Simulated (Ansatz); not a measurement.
TePt:
```
TePt
1.0
    3.44242     0.00000     0.00000
    0.00000     3.44242     0.00000
    0.00000     0.00000     3.44242
Pt Te
1 1
Direct
  0.00000   0.00000   0.00000
  0.50000   0.50000   0.50000
```

Relaxed with PBE. Special points in fractions of this cell's reciprocal vectors: Γ (0.000, 0.000, 0.000); X (0.000, 0.500, 0.000); M (0.500, 0.500, 0.000); R (0.500, 0.500, 0.500).

Problem. List the band energies nearest the Fermi level at these points for PBE (plane waves, PAW; program Ansatz).

Solution. In eV from the Fermi level; about four levels below and three above (degenerate sets whole), none deeper than 8.9 eV; points with the same levels are listed once.

```json
[
 {"k": "Γ", "below": "-2.46 -2.46 -2.46 -1.30 -1.30 -1.30", "above": "0.47 6.93 6.93"},
 {"k": "X", "below": "-4.13 -4.13 -3.90 -2.40 -1.61", "above": "2.45 2.45 4.64"},
 {"k": "M", "below": "-3.12 -3.12 -1.94 -1.64 -0.36", "above": "0.84 8.06 8.06"},
 {"k": "R", "below": "-6.61 -6.61 -6.61 -1.60 -1.60", "above": "1.12 1.12 1.12"}
]
```

Space group Pm-3m (CsCl type). The start of the workflow was typed in or built on a structure type; neither database checked (COD, Materials Project) lists it. COD files the formula under space group No. 166, 194. Its standing as an ambient phase is unchecked. Symmetry was held in the PBE relaxation; whether a distortion lowers the energy is not shown. No spin polarisation was allowed. Its formation energy is positive at this level, so the cell may be metastable or incomplete. Spin–orbit coupling is left out wherever it is not named.

Potentials: the later of the program's two PAW sets.
